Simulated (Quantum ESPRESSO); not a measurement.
**Band energies of RhCuO2**

```
RhCuO2
1.0
    1.53552     0.88653     5.63750
   -1.53552     0.88653     5.63750
    0.00000    -1.77307     5.63750
O Cu Rh
2 1 1
Direct
  0.89236   0.89236   0.89236
  0.10764   0.10764   0.10764
  0.00000   0.00000   0.00000
  0.50000   0.50000   0.50000
```

PBEsol (pw.x of Quantum ESPRESSO, ONCV potentials, no spin-orbit coupling); path ΓLB1,BZΓX,QFP1Z,LP; energies in eV from the valence-band maximum.

| k (1/Å) | point | band 20 | band 21 | band 22 | band 23 | band 24 | band 25 | band 26 | band 27 |
|---|---|---|---|---|---|---|---|---|---|
| 0.00 | Γ | -1.95 | -1.95 | -1.62 | -1.62 | -0.77 | 2.11 | 2.87 | 2.87 |
| 0.54 |  | -1.93 | -1.72 | -1.23 | -0.74 | -0.59 | 1.89 | 2.55 | 2.67 |
| 1.20 | L | -1.42 | -1.41 | -0.86 | -0.65 | -0.60 | 1.95 | 2.47 | 3.00 |
| 1.84 |  | -1.65 | -1.35 | -1.33 | -0.44 | -0.06 | 1.87 | 1.95 | 4.91 |
| 1.95 | B1 | -1.68 | -1.35 | -1.32 | -0.51 | -0.01 | 1.95 | 1.97 | 4.47 |
| 1.95 | B | -1.68 | -1.35 | -1.32 | -0.51 | -0.01 | 1.95 | 1.97 | 4.47 |
| 2.27 |  | -1.81 | -1.20 | -1.07 | -0.74 | -0.42 | 1.61 | 2.01 | 3.63 |
| 2.92 |  | -1.85 | -1.76 | -1.06 | -0.95 | -0.23 | 1.82 | 2.43 | 3.64 |
| 3.24 | Z | -1.81 | -1.81 | -1.16 | -1.16 | -0.26 | 2.56 | 2.56 | 3.23 |
| 3.58 |  | -1.81 | -1.81 | -1.53 | -1.53 | -0.50 | 2.31 | 2.77 | 2.77 |
| 3.80 | Γ | -1.95 | -1.95 | -1.62 | -1.62 | -0.77 | 2.11 | 2.87 | 2.87 |
| 4.10 |  | -1.98 | -1.87 | -1.32 | -1.30 | -0.73 | 2.25 | 2.44 | 2.81 |
| 4.70 |  | -1.70 | -1.51 | -0.69 | -0.52 | -0.39 | 1.55 | 1.90 | 3.69 |
| 5.20 | X | -1.63 | -1.38 | -1.31 | -0.49 | -0.02 | 1.90 | 1.98 | 4.75 |
| 5.20 | Q | -1.63 | -1.38 | -1.31 | -0.49 | -0.02 | 1.90 | 1.98 | 4.75 |
| 5.74 |  | -1.43 | -1.41 | -0.84 | -0.83 | -0.23 | 1.77 | 2.66 | 2.90 |
| 5.84 | F | -1.41 | -1.41 | -0.85 | -0.81 | -0.25 | 1.75 | 2.76 | 2.78 |
| 5.84 | P1 | -1.41 | -1.41 | -0.85 | -0.84 | -0.32 | 1.74 | 2.68 | 2.85 |
| 6.22 |  | -1.58 | -1.53 | -1.24 | -0.66 | -0.49 | 0.93 | 2.46 | 3.75 |
| 6.78 |  | -1.84 | -1.78 | -1.13 | -1.07 | -0.25 | 2.22 | 2.53 | 3.44 |
| 6.97 | Z | -1.81 | -1.81 | -1.16 | -1.16 | -0.26 | 2.56 | 2.56 | 3.23 |
| 6.97 | L | -1.42 | -1.41 | -0.86 | -0.65 | -0.60 | 1.95 | 2.47 | 3.00 |
| 7.34 | P | -1.41 | -1.41 | -0.85 | -0.84 | -0.32 | 1.74 | 2.68 | 2.85 |

The PBEsol gap is 0.68 eV; at least one edge lies off the plotted path, at a point of the SCF mesh. The smallest direct gap is 1.01 eV. Another valence extremum on the path lies within 0.02 eV, too close to call.

Spin-orbit splittings are left out. The 3d shell has no Hubbard U; the runs are without spin polarisation, and magnetic order was not tried.

Geometry relaxed with PBEsol.
